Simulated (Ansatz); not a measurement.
Problem. TaC (rock salt, space group No. 225) is relaxed with LDA (plane waves, PAW; program Ansatz). What lattice parameters of the conventional cell result?

Solution. a = 4.414 Å.

Problem. Is it a metal or does it have a gap at this level?

Solution. No gap at this level.

Space group Fm-3m (rock salt). The cell was relaxed with LDA under the symmetry of its start; of distortions, only those at the zone centre were tested. The run is not spin-polarised. Spin–orbit coupling is left out wherever it is not named.

Potentials: the later of the program's two PAW sets.
